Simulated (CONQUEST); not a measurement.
Band structure of InBi (P4/nmm, 4 atoms in the cell; from Materials Project mp-23313, lattice scaled a little).

```xyz
4
Lattice="5.0302 0.0000 0.0000 0.0000 5.0302 0.0000 0.0000 0.0000 5.3492" Properties=species:S:1:pos:R:3 pbc="T T T"
In     2.5151     2.5151     0.0000
In     0.0000     0.0000     0.0000
Bi     2.5151     0.0000     1.9258
Bi     0.0000     2.5151     3.4234
```

All values come from this method and carry its errors: PBEsol, numerical atomic orbitals double-zeta with polarisation (the shipped basis), PseudoDojo norm-conserving potentials made for PBEsol (CONQUEST).

Settings: basis = DZP; Diag.MPMeshX, Y, Z = 5 5 4; potentials = PseudoDojo norm-conserving PBEsol; Grid.GridCutoff = 175 Ha; DM.SolutionMethod = diagon; Diag.kT = 0.003675 Ha; Diag.GammaCentred = true; minE.SCTolerance = 1.0e-06; SC.MaxIters = 100; SC.LinearMixingFactor = 0.5; SC.KerkerPreCondition = true; SC.KerkerFactor = 0.3 1/bohr; AtomMove.TypeOfRun = static.

Spin-orbit coupling is left out, which matters for bands and gaps with elements this heavy. The program uses no crystal symmetry, so grid and mesh can part values that symmetry would make equal. The atom-centred basis is finite, which shifts total energies, pressures and forces against plane waves. The structure comes from a collection of computed structures, made at another level of theory; the collection holds predicted forms beside known ones. Its lattice was then scaled. No clean gap shows at this smearing width and mesh (spacing up to 0.29 Å⁻¹); the mesh is coarse for partly filled bands, so the values carry mesh errors. Semi-local functionals can close small gaps.

Points are given in units of this cell's reciprocal vectors. Levels in eV from the Fermi level, bands 25 to 30:
```
point               25     26     27     28     29    30
---------------  -----  -----  -----  -----  -----  ----
Γ (0 0 0)        -2.63  -2.50  -1.30   0.55   1.01  1.01
X (0 0.5 0)      -1.86  -1.86  -1.15  -1.15   1.56  1.56
M (0.5 0.5 0)    -1.38  -1.38  -0.37  -0.37   0.47  0.47
Z (0 0 0.5)      -1.28  -1.28  -1.27  -1.27  -0.88  1.61
R (0 0.5 0.5)    -0.73  -0.73  -0.69  -0.69   0.07  0.07
A (0.5 0.5 0.5)  -3.30  -3.30  -2.97  -2.97   4.01  4.01
```

2 bands cross the Fermi level along this path, so the cell has no gap at this level.

The Fermi level comes from the SCF mesh, which can miss band crossings, so its place against them is uncertain.

Higher empty bands are left out: an atom-centred basis made for the valence describes them poorly.
